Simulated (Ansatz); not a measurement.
## Zn₂Cd₃S₅ (I-4m2) at 3 levels of theory

One geometry, relaxed with PBE; plane waves with PAW potentials in Ansatz, scalar-relativistic. No spin polarisation. Gaps are the least over mesh and band path; pressure is positive in compression.

```cif
data_structure
_symmetry_space_group_name_H-M 'I-4m2'
_symmetry_Int_Tables_number 119
_cell_length_a 4.0325
_cell_length_b 4.0325
_cell_length_c 28.9604
_cell_angle_alpha 90.000
_cell_angle_beta 90.000
_cell_angle_gamma 90.000
_cell_volume 470.93
loop_
_atom_site_label
_atom_site_type_symbol
_atom_site_symmetry_multiplicity
_atom_site_Wyckoff_symbol
_atom_site_fract_x
_atom_site_fract_y
_atom_site_fract_z
_atom_site_occupancy
Zn1 Zn 4 f 0.00000 0.50000 0.04433 1
Cd1 Cd 4 f 0.50000 0.00000 0.14244 1
Cd2 Cd 2 c 0.00000 0.50000 0.25000 1
S1 S 4 e 0.50000 0.50000 0.41156 1
S2 S 2 b 0.50000 0.50000 0.00000 1
S3 S 4 e 0.50000 0.50000 0.19622 1
```

```json
{"level": "PBE", "cutoff (eV)": "420", "k mesh": "10×10×10", "gap (eV)": "1.27", "pressure (GPa)": "0.0"}
{"level": "r2SCAN", "cutoff (eV)": "500", "k mesh": "10×10×10", "gap (eV)": "1.74", "pressure (GPa)": "-1.7"}
{"level": "PBEsol", "cutoff (eV)": "420", "k mesh": "10×10×10", "gap (eV)": "1.14", "pressure (GPa)": "-3.1"}
```

The structure comes from a generated guess; another structure or a mixture of phases may lie lower.
